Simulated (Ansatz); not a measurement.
Relaxed-ion elastic tensor of Ag3Sn in space group P-6m2 (No. 187; Ag on 1b, Ag on 2i, Sn on 1a) in GPa (Voigt order), DFT-PBEsol in the program Ansatz with PAW potentials; density 9.77 g/cm³, 18.80 Å³ per atom.

|  | 1 | 2 | 3 | 4 | 5 | 6 |
|---|---|---|---|---|---|---|
| 1 | 116 | 86.1 | 67.4 | 0.0 | 0.0 | 0.0 |
| 2 | 86.1 | 116 | 67.4 | 0.0 | 0.0 | 0.0 |
| 3 | 67.4 | 67.4 | 143 | 0.0 | 0.0 | 0.0 |
| 4 | 0.0 | 0.0 | 0.0 | 10.3 | 0.0 | 0.0 |
| 5 | 0.0 | 0.0 | 0.0 | 0.0 | 10.3 | 0.0 |
| 6 | 0.0 | 0.0 | 0.0 | 0.0 | 0.0 | 14.9 |

Task: Is the crystal mechanically stable?

Result: Yes: the smallest eigenvalue of C is 10.3 GPa.

Task: Work out the Voigt, Reuss and Hill averages.

Result: K_V = 90.8, K_R = 90.7, K_H = 90.7; G_V = 17.4, G_R = 14.1, G_H = 15.7 GPa.

Task: Give Young's modulus, Poisson's ratio, Pugh's ratio and the universal anisotropy index.

Result: E = 9KG/(3K + G) = 44.6 GPa; ν = 0.42; K/G = 5.77 (ductile by the Pugh limit of 1.75); A_U = 5G_V/G_R + K_V/K_R − 6 = 1.18.

Task: Estimate the sound speeds and the Debye temperature.

Result: v_l = √((K + 4G/3)/ρ) = 3380 m/s, v_t = √(G/ρ) = 1270 m/s, mean 1440 m/s; Θ = (h/k)(3n/4πV)^(1/3) v_m = 161 K.

Task: Solve the Christoffel equation for the three sound speeds along x, y, z.

Result: Eigenvalues of C_ijkl n_j n_l equal ρv². In km/s, slowest first: x 1.03, 1.24, 3.44; y 1.03, 1.24, 3.44; z 1.03, 1.03, 3.83.

Task: How much does each axis shrink under pressure?

Result: Linear compressibilities β_i = Σ_j S_ij (j = 1 to 3): x 3.8, y 3.8, z 3.4 per TPa.

The first step of the workflow began from a Materials Project structure, measured or hypothetical; the Crystallography Open Database copy checked does not list it. COD files the formula under space group No. 59. With Ag and Sn taken as one species the cell has the higher symmetry P6_3/mmc, so it may be an ordered model of a mixed-site phase. Whether it is the stable phase at ambient conditions was not checked. The cell was relaxed with PBEsol under the symmetry of its start; its stability against distortions is not shown here. No spin polarisation was allowed. As this level gives no gap, shear constants depend on the k-mesh and smearing (Fermi–Dirac, 0.1 eV here). Spin–orbit coupling is left out wherever it is not named.

Potentials: the later of the program's two PAW sets.
